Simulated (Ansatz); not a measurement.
Ansatz (an electronic-structure program) input:

Ansatz 0.2 input:
```yaml
crystal:
  lattice:
    - [0.0, 2.6781966196, 2.6781966196]
    - [2.6781966196, 0.0, 2.6781966196]
    - [2.6781966196, 2.6781966196, 0.0]
  atoms:
    - { symbol: Zn, position: [0.0, 0.0, 0.0] }
    - { symbol: S, position: [0.75, 0.75, 0.75] }
kpoints:
  mp_grid: { grid: [7, 7, 7] }
hamiltonian:
  xc: hse06
  pseudopotentials: { azcp: { folder: ./paw }, kind: paw }
scf:
  n_extra_bands: 6
  occupations: { method: fixed }
output:
  eigenvalues: true
  eigenstates:
    e_range: [-9.0, 11.1]
    kpoints:
      - [0.0, 0.0, 0.0]  # VBM
      - [0.0, 0.0, 0.0]  # CBM
      - [0.0, 0.0, 0.0]  # GAMMA
      - [0.5, 0.0, 0.5]  # X
      - [0.5, 0.5, 0.5]  # L
      - [0.5, 0.25, 0.75]  # W
      - [0.375, 0.375, 0.75]  # K
      - [0.625, 0.25, 0.625]  # U
```

Output (shortened):

```
Pseudopotential: Zn, paw, valence charge 12
Pseudopotential: S, paw, valence charge 6
Functional definition: HSE06
davidson cushion auto → on  (no smearing: the cushion is to keep the highest requested band from converging to the state above it …
Crystal: 2 atoms, lattice volume = 38.420 Å³
Basis set: ecut = 420 eV, 749 PW (Γ)
Bands: 15, of which v1, the nominal top of the filled ones, is band 9 counted from 1 (8 counted from 0)
Symmetry: 24 space group operations
Space group: F-43m (ITA 216), of the structure as read, at distance tolerance 3.4e-5 Å
k-points: 20 of 343 (time reversal used)
SCF iter   1: F=—  HF=-4222.793594 eV  |F-HF|=—  |Δ(HF+E_count)|=         —  Δρ=4.32e-2  dr2=4.28e-1  ethr=1.00e-1  ⟨swp⟩=6.2  Hψ=1212  notcnv=0
preconditioner: auto → none
SCF iter   2: F=—  HF=-4222.727351 eV  |F-HF|=—  |Δ(HF+E_count)|=   6.62e-2  Δρ=1.58e-2  dr2=5.39e-2  ethr=2.38e-3  ⟨swp⟩=3.5  Hψ=904  notcnv=0
SCF iter   3: F=—  HF=-4222.717494 eV  |F-HF|=—  |Δ(HF+E_count)|=   9.86e-3  Δρ=1.12e-2  dr2=2.38e-2  ethr=2.99e-4  ⟨swp⟩=3.0  Hψ=888  notcnv=0
iter 4 solved again at ethr=7.10e-6 eV; its pass at ethr=1.32e-4 eV (dr2=1.28e-3 eV) is discarded
SCF iter   4: F=—  HF=-4222.713590 eV  |F-HF|=—  |Δ(HF+E_count)|=   3.90e-3  Δρ=2.34e-3  dr2=1.42e-3  ethr=7.10e-6  ⟨swp⟩=3.9  Hψ=1632  notcnv=0
SCF iter   5: F=-4222.713662 eV  HF=-4222.713657 eV  |F-HF|=5.27e-6  |Δ(HF+E_count)|=   6.73e-5  Δρ=6.45e-4  dr2=9.37e-5  ethr=7.10e-6  ⟨swp⟩=2.3  Hψ=688  notcnv=0
SCF 1 stopped early in 5 iterations: F = -4222.713662 eV  dr2 = 9.37e-5
Crystal: 2 atoms, lattice volume = 38.420 Å³
Exchange kernel: α = 0.2500, screened, ω = 0.2079 Å⁻¹, Wigner–Seitz truncation, v(0) = 1046.8717 eV·Å³, q-mesh 7×7×7, nearest image of the exchange supercell L …
Frozen-core exchange: fock
SCF iter   1: F=—  HF=-4223.418481 eV  |F-HF|=—  |Δ(HF+E_count)|=         —  Δρ=2.33e-2  dr2=1.07e-1  ethr=5.21e-6  ⟨swp⟩=7.2  Hψ=1723  notcnv=0
preconditioner: auto → none
SCF iter   2: F=—  HF=-4223.385981 eV  |F-HF|=—  |Δ(HF+E_count)|=   3.25e-2  Δρ=4.59e-3  dr2=6.44e-3  ethr=5.21e-6  ⟨swp⟩=5.0  Hψ=1334  notcnv=0
SCF iter   3: F=—  HF=-4223.393558 eV  |F-HF|=—  |Δ(HF+E_count)|=   7.58e-3  Δρ=3.35e-3  dr2=2.25e-3  ethr=5.21e-6  ⟨swp⟩=4.0  Hψ=1125  notcnv=0
SCF iter   4: F=—  HF=-4223.393533 eV  |F-HF|=—  |Δ(HF+E_count)|=   2.51e-5  Δρ=1.52e-3  dr2=6.68e-4  ethr=5.21e-6  ⟨swp⟩=2.0  Hψ=680  notcnv=0
SCF iter   5: F=—  HF=-4223.393595 eV  |F-HF|=—  |Δ(HF+E_count)|=   6.19e-5  Δρ=2.10e-4  dr2=4.48e-5  ethr=2.30e-6  ⟨swp⟩=2.0  Hψ=680  notcnv=0
SCF iter   6: F=—  HF=-4223.394023 eV  |F-HF|=—  |Δ(HF+E_count)|=   4.29e-4  Δρ=5.85e-4  dr2=6.23e-5  ethr=5.07e-8  ⟨swp⟩=4.2  Hψ=1255  notcnv=0
SCF iter   7: F=-4223.393994 eV  HF=-4223.393994 eV  |F-HF|=1.14e-8  |Δ(HF+E_count)|=   2.96e-5  Δρ=2.69e-5  dr2=5.54e-7  ethr=5.07e-8  ⟨swp⟩=4.0  Hψ=1071  notcnv=0
SCF 2 stopped early in 7 iterations: F = -4223.393994 eV  dr2 = 5.54e-7
hybrid outer 1: dexx = +9.550e-3 eV, tail = 4.05e-5 eV
Crystal: 2 atoms, lattice volume = 38.420 Å³
Exchange kernel: α = 0.2500, screened, ω = 0.2079 Å⁻¹, Wigner–Seitz truncation, v(0) = 1046.8717 eV·Å³, q-mesh 7×7×7, nearest image of the exchange supercell L …
Frozen-core exchange: fock
SCF iter   1: F=—  HF=-4223.393456 eV  |F-HF|=—  |Δ(HF+E_count)|=         —  Δρ=7.72e-5  dr2=2.12e-6  ethr=1.12e-6  ⟨swp⟩=2.7  Hψ=695  notcnv=0
preconditioner: auto → none
iter 2 solved again at ethr=1.20e-10 eV; its pass at ethr=1.01e-8 eV (dr2=2.17e-8 eV) is discarded
SCF iter   2: F=—  HF=-4223.393456 eV  |F-HF|=—  |Δ(HF+E_count)|=   2.07e-7  Δρ=1.09e-5  dr2=1.32e-7  ethr=1.20e-10  ⟨swp⟩=3.1  Hψ=1915  notcnv=0
SCF iter   3: F=-4223.393457 eV  HF=-4223.393457 eV  |F-HF|=1.87e-8  |Δ(HF+E_count)|=   7.23e-7  Δρ=8.82e-6  dr2=3.47e-8  ethr=1.20e-10  ⟨swp⟩=4.5  Hψ=1211  notcnv=0  defer=2
SCF 3 converged in 3 iterations: F = -4223.393457 eV  dr2 = 3.47e-8
hybrid outer 2: dexx = +7.589e-7 eV, tail = 9.33e-8 eV, Δε = 4.46e-3 eV (about 2.77e-4 eV left of the loop's levels)
NSCF: frozen V_eff on 8 k-points
hybrid SCF converged: 2 outer / 10 inner (+5 warm-up), last move |dexx| = 7.59e-7 eV, tail = 9.33e-8 eV
Stability not checked (fock_operator)
Free energy (F): -4223.393457 eV
Frozen-core exchange: fock
Harris-Foulkes:  -4223.393457 eV  (|F-HF|=1.87e-8)
Internal energy: -4223.393457 eV  (E = F + TS)
E sigma→0 (E₀):  -4223.393457 eV
Fermi energy:    5.380737 eV
--- Per-component energies (eV) ---
  E_band       = -22.816265
  E_kinetic    = 253.032236
  E_local      = -2261.875779  (includes V_loc(G=0)·N_el)
  E_nonlocal   = 861.096483
  E_hartree    = 866.725980
  E_xc         = -134.676108
  E_vxc        = -107.856465  (∫ρ·V_xc dr)
  E_exx        = -53.280195  (= α·E_x^exact, valence–valence)
  E_paw        = -2490.444000  (= ΣΔE_a)
  E_vpaw       = -394.105142  (= ΣTr[D̂ρ^β])
  E_aug_tail   = -0.000266  (compensation charges beyond the density's cutoff)
  E_ewald      = -1264.519127
  E_core_change = 0.547321  (= ΣΔE_core)
  E_smearing   =  0.000000  (= −TS)
  E_closure    = 0.000000  (closes the sum)
  Σ components = -4223.393457   (vs F -4223.393457, Δ=0.00e0)
  [band-id]    e_kinetic+e_local+e_nonlocal+2·e_hartree+e_vxc+2·e_exx+e_vpaw+e_augmentation_tail = -22.817363   (vs E_band -22.816265, Δ=-1.10e-3)
--- Band table (eV; the first three rows and the last of 20) ---
  k-point 0: bands = ["-9.1378", "-2.6188", "-2.6188", "-2.6188", "-2.1487", "-2.1487", "5.3807", "5.3807", "5.3807", "8.8383", "13.0510", "13.0510", "13.0510", "18.5241", "18.5241"]
  k-point 1: bands = ["-8.9662", "-2.5931", "-2.5925", "-2.5925", "-2.1506", "-2.1506", "3.9537", "5.1745", "5.1745", "9.7901", "12.9805", "13.4001", "13.4001", "17.7718", "17.7718"]
  k-point 2: bands = ["-8.5420", "-2.5405", "-2.5405", "-2.4432", "-2.1447", "-2.1447", "1.7041", "4.7622", "4.7622", "10.1991", "13.7388", "13.7388", "14.0986", "17.8919", "17.8919"]
  k-point 19: bands = ["-7.7670", "-2.4554", "-2.3723", "-2.2086", "-2.1491", "-1.7038", "0.3985", "1.9779", "2.9946", "11.6382", "13.0637", "14.7332", "15.6326", "18.6895", "20.1229"]
```

Cost: very roughly 120 core-seconds on shared cores.

The points marked VBM and CBM come from a semilocal run.

Symmetry was held in the PBEsol relaxation.

Potentials: the earlier of the program's two PAW sets.

Ansatz is a plane-wave DFT program.
